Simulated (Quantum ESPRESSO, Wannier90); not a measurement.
## Wannier functions of CdCl₂ (R-3m)

```
begin unit_cell_cart
ang
   -1.9286050330    3.3404419048    0.0000000000
   -3.8572100659    0.0000000000    0.0000000000
   -1.9286050330    1.1134806349    6.1057470000
end unit_cell_cart
begin atoms_frac
Cd   0.0000000000  0.0000000000  0.0000000000
Cl   0.2546230000  0.2546230000  0.2361310000
Cl  -0.2546230000 -0.2546230000 -0.2361310000
end atoms_frac
```

Structure: Materials Project mp-22881, symmetrised, not relaxed again. COD (Crystallography Open Database) has an entry of this formula and space group (matched by these alone). Level: PBEsol, spinors with spin-orbit coupling; pw.x of Quantum ESPRESSO at 82 Ry with PseudoDojo potentials, 6×6×6 k-points, Wannier90. Density: 10×10×10 mesh, cold smearing 0.01 Ry. The cell is built of weakly bound layers, chains or molecules, whose nearest atoms lie 3.92 Å apart. Database cells relaxed without dispersion often hold them too far apart, which can enlarge gaps and weakens couplings between them; spacing and stacking were not compared with the measured crystal.

A tight-binding model is made by disentanglement and projection with no localisation steps (num_iter = 0), so the 24 orbitals stay atom-like: hydrogen-like Cd: s;p; Cl: s;p, axes along x, y, z; frozen window up to 8.43 eV relative to the valence-band maximum. It follows pw.x to 3.0 meV rms for states up to 4.4 eV relative to the valence-band maximum. Matrix elements depend on this choice of orbitals and windows. Bands 13–16 (Cd 4d 95 %), 17–22 (Cd 4d 95 %) lie between the kept ones and are excluded.

The 20 largest hoppings ⟨m,0|H|n,R⟩ between different sites (one of each Hermitian pair; signs follow the real orbitals' lobes; the list may end inside a set of equal values):

```
m              n      R  distance of the centres (Å)  t (eV)  Im t (eV)
-------  -------  -----  ---------------------------  ------  ---------
Cd1 py↑  Cl3 py↑  1 0 0                         2.65   1.353      0.000
Cd1 py↓  Cl3 py↓  1 0 0                         2.65   1.353      0.000
Cl2 py↑  Cd1 py↑  1 0 0                         2.65   1.353      0.000
Cl2 py↓  Cd1 py↓  1 0 0                         2.65   1.353      0.000
Cd1 s↑   Cl3 py↑  1 0 0                         2.65   1.254      0.000
Cd1 s↓   Cl3 py↓  1 0 0                         2.65   1.254      0.000
Cl2 py↑   Cd1 s↑  1 0 0                         2.65  -1.254      0.000
Cl2 py↓   Cd1 s↓  1 0 0                         2.65  -1.254      0.000
Cd1 pz↑  Cl3 py↑  1 0 0                         2.65  -1.240      0.000
Cd1 pz↓  Cl3 py↓  1 0 0                         2.65  -1.240      0.000
Cl2 py↑  Cd1 pz↑  1 0 0                         2.65  -1.240      0.000
Cl2 py↓  Cd1 pz↓  1 0 0                         2.65  -1.240      0.000
Cd1 s↑   Cl3 px↑  0 1 0                         2.65  -1.086     -0.002
Cd1 s↓   Cl3 px↓  0 1 0                         2.65  -1.086      0.002
Cl2 px↑   Cd1 s↑  0 1 0                         2.65   1.086     -0.002
Cl2 px↓   Cd1 s↓  0 1 0                         2.65   1.086      0.002
Cl2 px↑   Cd1 s↑  0 0 0                         2.65  -1.086     -0.002
Cl2 px↓   Cd1 s↓  0 0 0                         2.65  -1.086      0.002
Cl3 px↑   Cd1 s↑  0 0 0                         2.65   1.086      0.002
Cl3 px↓   Cd1 s↓  0 0 0                         2.65   1.086     -0.002
```
